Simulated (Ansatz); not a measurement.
A geometry of Cu away from equilibrium: step 3 of the relaxation of a relaxed Cu cell, doubled along one cell vector, shaken by Gaussian noise of σ = 0.08 Å a coordinate. These are PBE (plane waves to 420 eV, PAW, scalar-relativistic; Ansatz, an electronic-structure program) values and carry that method's errors. Γ-centred k-mesh 13×7×13 on the run's cell (coarser than for final values), Fermi–Dirac smearing 0.05 eV. The plane waves were selected for a different cell earlier on the path.

```yaml
crystal:
  lattice:
    - [2.40878, -0.00505, 0.00490]
    - [-0.01010, 4.69632, -0.00667]
    - [0.00490, -0.00333, 2.40828]
  atoms:
    - { symbol: Cu, position: [0.38030, 0.25975, 0.45047] }
    - { symbol: Cu, position: [0.60758, 0.75876, 0.59272] }
```

Task: Give the Cartesian forces on all atoms (eV/Å).

Result: 
| atom | Fx | Fy | Fz |
|---|---|---|---|
| Cu1 | -0.35 | -0.05 | -0.23 |
| Cu2 | 0.35 | 0.05 | 0.23 |

The path ends in Fm-3m (No. 225) (fcc (Cu type)). No spin polarisation in the result.

The run could not lose the symmetry of its start.

Of the parent cell (Pm-3m (No. 221)): it is a generated cell of Cu: the first start was made by a random draw of sites in a space group, and the end was not matched to a known phase here, so it may be hypothetical. Known forms of Cu include space group No. 225.
